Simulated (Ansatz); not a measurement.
The cell is K₂ICl, ordered on the rocksalt lattice (R-3m) with 4 atoms a cell; cell and atoms were relaxed with r2SCAN. The symmetry is R-3m (No. 166, trigonal); conventional cell a = 4.715 Å, c = 23.291 Å, 37.37 Å³ an atom. Around Cl lie 6 K at 3.21 Å; around I lie 6 K at 3.48 Å; around K lie 3 Cl at 3.21 Å and 3 I at 3.48 Å.

```
Cl I K
1.0
     2.35742    1.36106    7.76360
    -2.35742    1.36106    7.76360
     0.00000   -2.72212    7.76360
Cl I K
1 1 2
Direct
  0.00000 0.00000 0.00000
  0.50000 0.50000 0.50000
  0.25994 0.25994 0.25994
  0.74006 0.74006 0.74006
```

The questions ask for values computed with Ansatz on this geometry. No magnetic order. The prototype was imposed, so other structures may be more stable.

Given (6×6×6 mesh): r2SCAN gives a direct gap of 4.38 eV at Γ.

(1) Estimate the gap with PBE on 6×6×6.

(2) Estimate the gap with HSE06 on 4×4×4.

(3) Roughly how does the cost of the PBE0 run (4×4×4) compare with r2SCAN's (6×6×6)?

(4) Going by these computed values, what does each step up buy?

Results:

(1) The PBE gap is direct at Γ: 3.81 eV. The gap differs by -0.57 eV from r2SCAN's.

(2) With HSE06 the gap is 4.82 eV and direct, at Γ. The gap differs by +0.44 eV from r2SCAN's.

(3) About 17 times as much (7 core-minutes against 24 core-seconds, on a shared machine).

(4) Taking G0W0@PBE (446 empty bands, 120 eV, 4×4×4), 6.06 eV, as the yardstick (a computed one, not at the basis limit), PBE0 comes nearest, -0.54 eV off, at about 17 times r2SCAN's cost; G0W0 itself took about 50 times r2SCAN's cost. The others: HSE06 -1.24, r2SCAN -1.68, PBE -2.25 eV. The yardstick's own error is a tenth of an eV or more. r2SCAN covers 57 % of the step from PBE to HSE06, while HSE06 needs about 17 times r2SCAN's cost (on a coarser mesh). All these functionals give a gap of the same kind, direct.
